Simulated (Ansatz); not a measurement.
Input and command of a calculation in Ansatz (plane waves; scalar-relativistic PAW potentials unless the input names others):

```yaml
crystal:
  lattice:
    - [4.5023608286, 0.0, 0.0]
    - [-2.2511804143, 3.8991588545, 0.0]
    - [0.0, 0.0, 7.1417304474]
  atoms:
    - { symbol: Li, position: [0.3333333333, 0.6666666667, 0.25] }
    - { symbol: Li, position: [0.6666666667, 0.3333333333, 0.75] }
    - { symbol: C, position: [0.8054977099, 0.2684594855, 0.25] }
    - { symbol: C, position: [0.5370382244, 0.8054977099, 0.75] }
    - { symbol: C, position: [0.7315405145, 0.5370382244, 0.25] }
    - { symbol: C, position: [0.1945022901, 0.7315405145, 0.75] }
    - { symbol: C, position: [0.4629617756, 0.1945022901, 0.25] }
    - { symbol: C, position: [0.2684594855, 0.4629617756, 0.75] }
basis:
  ecutwfc: 420
  ecutrho_ratio: 12
kpoints:
  mp_grid: { grid: [12, 12, 6] }
hamiltonian:
  xc: pbe
scf:
  occupations: { method: gaussian, width: 0.1 }
output:
  forces: true
  eigenvalues: true
  stress: true
```

```bash
ansatz run input.yaml --threads 1 --pin off --max-ram 2560MiB --backend cpu --events-out ev --progress --plain --runs-dir out
```

Abridged log:
```
Basis set: ecut = 420 eV, 2429 PW (Γ), exchange–correlation on 108×108×180 points (8 copies of the dense FFT grid, shifted against one another)
Bands: 23, of which v1, the nominal top of the filled ones, is band 15 counted from 1 (14 counted from 0)
Symmetry: 12 space group operations
k-points: 104 of 864
SCF iter   1: F=—  HF=-1902.462291 eV  |F-HF|=—  |Δ(HF+E_count)|=         —  Δρ=1.40e-2  dr2=3.45e-1  ethr=1.77e-3  ⟨swp⟩=6.0  Hψ=11967  notcnv=0  defer=71
SCF iter   2: F=—  HF=-1902.391687 eV  |F-HF|=—  |Δ(HF+E_count)|=   7.06e-2  Δρ=9.18e-3  dr2=1.11e-1  ethr=1.15e-3  ⟨swp⟩=2.0  Hψ=5112  notcnv=0  defer=296
SCF iter   3: F=—  HF=-1902.355663 eV  |F-HF|=—  |Δ(HF+E_count)|=   3.60e-2  Δρ=1.16e-3  dr2=2.67e-3  ethr=3.68e-4  ⟨swp⟩=2.0  Hψ=3981  notcnv=0  defer=296
SCF iter   4: F=—  HF=-1902.356119 eV  |F-HF|=—  |Δ(HF+E_count)|=   4.55e-4  Δρ=2.89e-4  dr2=9.38e-5  ethr=8.90e-6  ⟨swp⟩=2.0  Hψ=3240  notcnv=0  defer=296
SCF iter   5: F=—  HF=-1902.356194 eV  |F-HF|=—  |Δ(HF+E_count)|=   7.54e-5  Δρ=5.22e-5  dr2=3.26e-6  ethr=3.13e-7  ⟨swp⟩=2.0  Hψ=3233  notcnv=0  defer=296
SCF iter   6: F=—  HF=-1902.356196 eV  |F-HF|=—  |Δ(HF+E_count)|=   1.51e-6  Δρ=1.12e-5  dr2=1.05e-7  ethr=1.09e-8  ⟨swp⟩=2.0  Hψ=3308  notcnv=0  defer=296
SCF iter   7: F=-1902.356196 eV  HF=-1902.356196 eV  |F-HF|=1.63e-9  |Δ(HF+E_count)|=   6.25e-8  Δρ=1.68e-6  dr2=3.04e-9  ethr=3.33e-10  ⟨swp⟩=9.5  Hψ=10938  notcnv=0
SCF 1 converged in 7 iterations: F = -1902.356196 eV  dr2 = 3.04e-9
SCF converged after 7 iterations
Free energy (F): -1902.356196 eV
Harris-Foulkes:  -1902.356196 eV  (|F-HF|=1.63e-9)
Internal energy: -1902.334095 eV  (E = F + TS)
E sigma→0 (E₀):  -1902.345145 eV
Entropy (-TS):   -0.022100 eV (-2.763 meV/atom)
Fermi energy:    0.988329 eV
--- Forces (eV/Å), atoms counted from 1 ---
  atom   1  Li     0.00000000     0.00000000     0.00000000
  atom   2  Li     0.00000000     0.00000000     0.00000000
  atom   3  C     -0.00063628     0.00028112     0.00000000
  atom   4  C     -0.00056159    -0.00041047     0.00000000
  atom   5  C      0.00007468    -0.00069159     0.00000000
  atom   6  C      0.00063628    -0.00028112     0.00000000
  atom   7  C      0.00056159     0.00041047     0.00000000
  atom   8  C     -0.00007468     0.00069159     0.00000000
--- Stress (GPa, compression-positive) ---
       -0.014142       0.000000       0.000000
        0.000000      -0.014142       0.000000
        0.000000       0.000000       0.041773
  P = ⅓ Tr σ = 0.0045 GPa (0.045 kbar)
```

Apart from outputs, empty bands and the relaxation, which only the reference makes, the input differs from a reference run on usual settings in basis.ecutrho_ratio: not typed → 12. The reference, at the same geometry, ended its own course with pressure 0.00 GPa, largest force 0.001 eV/Å, no gap on the mesh. This run converged in 7 SCF iterations with an energy at zero smearing 0.01 meV/atom below the reference's, pressure 0.00 GPa, largest force 0.001 eV/Å, no gap on the mesh.

The run took 19 s on 1 thread of Arm Neoverse V1, with other jobs on the host, peak memory 0.69 GiB.